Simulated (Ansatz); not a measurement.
**Conduction electrons in Li (P6_3/mmc)**

```xyz
2
Lattice="2.9927 0.0000 0.0000 -1.4964 2.5918 0.0000 0.0000 0.0000 4.8939" Properties=species:S:1:pos:R:3 pbc="T T T"
Li    0.0000    1.7278    1.2235
Li    1.4964    0.8639    3.6704
```

Conventional cell: a = 2.993 Å, b = 2.993 Å, c = 4.894 Å, α = 90.00°, β = 90.00°, γ = 120.00°. Li (atom 1) has 12 Li at 2.99 to 3.00 Å as nearest neighbours.

Unless marked otherwise, the numbers come from LDA, all-electron LAPW in Ansatz 0.2.0, scalar-relativistic. k mesh 14×14×8, fine mesh 20×20×12, Fermi-Dirac smearing of 0.100 eV, basis error target 1 meV/atom. The cell was relaxed by PAW under this functional, which moved its volume by -11 % from the database entry's. The structure is one entry of a database and needn't be the stable phase.

Levels and slopes are solved on a 20×20×12 mesh, and each state is taken as quadratic over its cell.

(1) What is the density of states at the Fermi level, and which bare Sommerfeld coefficient follows?

(2) What Drude plasma energy and σ/τ do the band velocities give?

(3) Which bands cross the Fermi level, and what do they carry?

(4) Map the plane k₃ = 0 of the mesh: how many bands lie under the Fermi level at each point, counted from the least on the plane?

(5) On PAW files the program sums the optical response inside the mesh cells, interband lines and its own Drude term. Where does ε₁ rise through zero (a sharp plasmon if ε₂ is small there), and how much light is reflected?

(6) What does PAW give for the same cell?

Answers

(1) N(E_F) = 0.503 states/eV/atom (both spins), so γ = (π²/3) k_B² N(E_F) = 1.19 mJ/(mol-atom K²) without electron-phonon or spin-fluctuation enhancement.

(2) (ħω_p,α)² = (e²/ε₀VN_k) Σ_nkσ (∂E/∂k_α)² δ(E − E_F) gives ħω_p = (6.55, 6.55, 6.43) eV along x, y, z, and σ/τ = ε₀ω_p² = 8.78×10²⁰ Ω⁻¹m⁻¹s⁻¹ along x. Weighted by the density of states, the mean Fermi speed is 0.748×10⁶ m/s; the surface has an area of 16.2 Å⁻² for each spin direction.

(3) 

| band | filled part | N (states/eV/cell) | speed (10⁶ m/s) | 5th to 95th percentile | area (Å⁻²) | filling |
| --- | --- | --- | --- | --- | --- | --- |
| 1 | 0.75 | 0.583 | 0.71 | 0.22 to 0.96 | 8.9 | partly filled |
| 2 | 0.25 | 0.424 | 0.801 | 0.24 to 0.98 | 7.3 | partly filled |

(4) k₁ runs to the right and k₂ upwards, each from −½ to ½ with 0 in the middle (the axes needn't be at right angles):
```
11111111111100000000
11111111111110000000
11111111111111000000
11111111111111100000
11111111111111110000
11111111111111111000
11111111111111111100
11111111111111111110
11111111122111111111
11111111122211111111
11111111112211111111
10111111111111111111
10011111111111111111
10001111111111111111
10000111111111111111
10000011111111111111
10000001111111111111
10000000111111111111
10000000011111111111
11111111111111111111
```

(5) 

| Property | Result |
| --- | --- |
| Fine mesh | 20, 20, 12 |
| Window top | 25 eV |
| Line width | 0.1 eV |
| Drude damping | 0.1 eV |
| ε₁ rises through zero at x | 7.34 eV |
| ε₂ there x | 0.42 |
| ε₁ rises through zero at z | 7.22 eV |
| ε₂ there z | 0.33 |
| Plasma energy (x, y, z) | 6.425, 6.425, 6.687 eV |
| Reflectivity at 1 eV, x-polarised | 0.922 |
| Reflectivity at 2 eV, x-polarised | 0.8952 |
| Reflectivity at 3 eV, x-polarised | 0.9182 |

The plasma energy here is the program's own sum at the run's smearing; it differs from the value above by up to 4 %, through mesh and smearing.

(6) N(E_F) = 0.504 states/eV/atom and ħω_p,x = 6.55 eV.

Known limits: these sums move with the mesh, by several per cent and more for small sheets; frozen-core PAW files fitted under PBE, their cores solved anew for the functional of the run.
